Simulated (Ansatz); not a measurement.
## NMR crystallography of InAs with Sb replacing As: given against relaxed positions

Start: a supercell of InAs (zinc blende type, F-43m) built from a COD entry (the entry's cell lengths or inner coordinates differ somewhat from later room-temperature determinations), with all atoms left at the host's positions.

Space group F-43m (No. 216); a = 18.1080 Å.

| site | Wyckoff | site symmetry | x | y | z |
| --- | --- | --- | --- | --- | --- |
| In1 | 16e | .3m | 0.4167 | 0.0833 | 0.4167 |
| In3 | 24g | 2.mm | 0.7500 | 0.0833 | 0.7500 |
| In5 | 48h | ..m | 0.7500 | 0.9167 | 0.5833 |
| In14 | 4d | -43m | 0.7500 | 0.7500 | 0.7500 |
| In18 | 16e | .3m | 0.0833 | 0.5833 | 0.9167 |
| Sb | 4a | -43m | 0.5000 | 0.0000 | 0.5000 |
| As29 | 48h | ..m | 0.6667 | 0.0000 | 0.6667 |
| As32 | 16e | .3m | 0.8333 | 0.8333 | 0.6667 |
| As36 | 16e | .3m | 0.1667 | 0.6667 | 0.8333 |
| As42 | 24f | 2.mm | 0.0000 | 0.6667 | 0.0000 |

One atom of each set is listed; the run and its k-mesh use a cell of 54 atoms with edges of 12.80, 12.80, 12.80 Å.

Method: Kohn–Sham DFT in Ansatz, PBE, plane waves and PAW, scalar-relativistic, 420 eV cutoff, Γ-centred 2×2×2 k-points, Fermi–Dirac smearing 0.01 eV.

The largest force at the start is 1.4 eV/Å. Relaxing the ions at fixed cell moves them by 0.127 Å at most (atom 2, In) and 0.037 Å rms.

```
site  moved (Å)              first shell before               first shell after  V_zz before (10²¹ V/m²)  η before
 In1      0.127  1 Sb at 2.61 Å, 3 As at 2.61 Å  3 As at 2.60 Å, 1 Sb at 2.74 Å                    -4.03      0.00
 In3      0.001                  4 As at 2.61 Å             4 As at 2.60–2.61 Å                    0.048      0.01
 In5      0.006                  4 As at 2.61 Å                  4 As at 2.61 Å                    0.049      0.51
In18      0.004                  4 As at 2.61 Å                  4 As at 2.61 Å                   -0.011      0.00
  Sb      0.000                  4 In at 2.61 Å                  4 In at 2.74 Å                     0.00         –
As29      0.026                  4 In at 2.61 Å             4 In at 2.60–2.61 Å                    -0.35      0.19
As32      0.000                  4 In at 2.61 Å                  4 In at 2.61 Å                   -0.043      0.00
As36      0.003                  4 In at 2.61 Å                  4 In at 2.61 Å                   -0.015      0.00
As42      0.004                  4 In at 2.61 Å                  4 In at 2.61 Å                   -0.029      0.72
```

(1) What are V_zz and η after the relaxation?

Answers

(1) 

```csv
site,V_zz after,η after,change of V_zz
In1,0.36,0.00,+4.39
In3,0.86,0.23,+0.81
In5,-0.29,0.65,–
In18,-0.18,0.00,-0.17
Sb,0.00,–,0.00
As29,-1.45,0.33,-1.10
As32,0.064,0.00,+0.11
As36,0.21,0.00,+0.23
As42,0.041,0.10,–
```

The largest change of V_zz along a kept axis is on In1, from -4.03 to 0.36. Small gradients that grow severalfold: As29 (-0.35 to -1.45). V_zz changes sign on In1 (same axis), As32 (same axis). On In5, As42 the largest principal value lies along another axis in the second run, so the two V_zz can't be compared directly. Other sites without a gradient aren't listed.

The run isn't spin-polarised, and a state with spin may lie lower. The defect repeats with the cell of 54 atoms, so it feels its images: sites between two images don't show the values beside a lone defect, and zeros or small values of η there can come from the images' arrangement. The defect cell has no gap above 0.1 eV on its mesh, so the values can hang on the smearing and the k-mesh. Without spin–orbit coupling (the program notes it for In and Sb) the gradients can shift somewhat, as the gap is small.
Before: The neighbours have not yet relaxed around the defect (largest force 1.4 eV/Å), so a real crystal will differ.
After: The relaxation keeps the site symmetry -43m of the start, so the impurity can't leave its site; a distortion that would localise the partly filled state isn't explored.
